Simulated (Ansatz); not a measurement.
## Course of a relaxation: InAg2

The guess for InAg2 was made by a generator: close-packed layers stacked ABC (P-3m1, No. 164) (elements of the layers in order: In Ag Ag). Its size is a rough estimate.

```xyz
3
Lattice="2.9917 0.0000 0.0000 -1.4958 2.5909 0.0000 0.0000 0.0000 7.8703" Properties=species:S:1:pos:R:3 pbc="T T T"
In    0.0000    0.0000    0.0000
Ag    0.0000    1.7273    2.6040
Ag    1.4958    0.8636    5.2664
```

Method: DFT PBE, scalar-relativistic, plane waves, PAW in Ansatz 0.2.0. Cutoff 420 eV, Gaussian smearing, Γ-centred meshes. Cell and atoms relax first on a coarse mesh and then on a finer one. In between, the cell is made exact in the group found at 0.06 Å. In metals the finer mesh still leaves noise of several meV/atom or more. The steps can't lower the symmetry of their start. No spin polarisation.

Steps on the 6×6×2 mesh (3 atoms, 9 steps). The free energy counts from the last step; the plane-wave basis is renewed at times, which shifts energy and pressure.

| step | ΔF (meV/atom) | V (Å³/atom) | P (GPa) | largest force component (eV/Å) |
| --- | --- | --- | --- | --- |
| 1 | 134.1 | 20.33 | 0.44 | 0.428 |
| 2 | 58.8 | 20.29 | -0.64 | 0.166 |
| 3 | 31.9 | 19.97 | 0.77 | 0.356 |
| 4 | 6.9 | 20.33 | 0.53 | 0.159 |
| 5 | 12.5 | 20.71 | 0.79 | 0.380 |
| 6 | 1.3 | 20.76 | -0.32 | 0.115 |
| 7 | 0.6 | 20.64 | 0.06 | 0.042 |
| 8 | 0.5 | 20.67 | -0.05 | 0.001 |
| 9 | 0.0 | 20.67 | 0.00 | 0.000 |

The relaxed structure, after a last relaxation on the converged mesh:

```cif
data_structure
_symmetry_space_group_name_H-M 'P-3m1'
_symmetry_Int_Tables_number 164
_cell_length_a 3.1234
_cell_length_b 3.1234
_cell_length_c 7.1472
_cell_angle_alpha 90.000
_cell_angle_beta 90.000
_cell_angle_gamma 120.000
_cell_volume 60.38
loop_
_atom_site_label
_atom_site_type_symbol
_atom_site_symmetry_multiplicity
_atom_site_Wyckoff_symbol
_atom_site_fract_x
_atom_site_fract_y
_atom_site_fract_z
_atom_site_occupancy
In1 In 1 a 0.00000 0.00000 0.00000 1
Ag1 Ag 2 d 0.33333 0.66667 0.34051 1
```

The symmetry stays P-3m1 (No. 164). The volume per atom shrinks by 1.0 %, from 20.3 to 20.1 Å³. The shortest distance goes from 2.99 Å (Ag–Ag and In–In) to 2.91 Å (Ag–Ag). The ratio c/a of the conventional cell changes by a factor of 0.87. The energy falls by about 0.15 eV/atom (the start's value is from the coarse mesh). In has 6 Ag at 3.03 Å and 6 In at 3.12 Å; Ag is surrounded by 3 Ag at 2.91 Å, 3 In at 3.03 Å and 6 Ag at 3.12 Å.

- Volume per atom: 20.13 Å³
- Density: 9.09 g/cm³
- Energy over the elements: +0.03 eV/atom
- Gap on the 18×18×8 mesh of the 3-atom cell: 0 eV (a metal)

Energies over the elements count from the elements' standard structures at the same level, with no fitted energy shifts.

The last run used Gaussian smearing of 0.10 eV. The k mesh leaves some 4 meV/atom of noise in the energy of each metallic cell. A later test with randomly moved atoms ended 3 meV/atom lower on a coarse mesh, in C2/m at a loose tolerance, which is no clear verdict on its stability. In all, the 4 runs took 6.9 min on 1 thread of Intel(R) Xeon(R) Processor @ 2.50GHz (Skylake/Cascade Lake) (shared host).
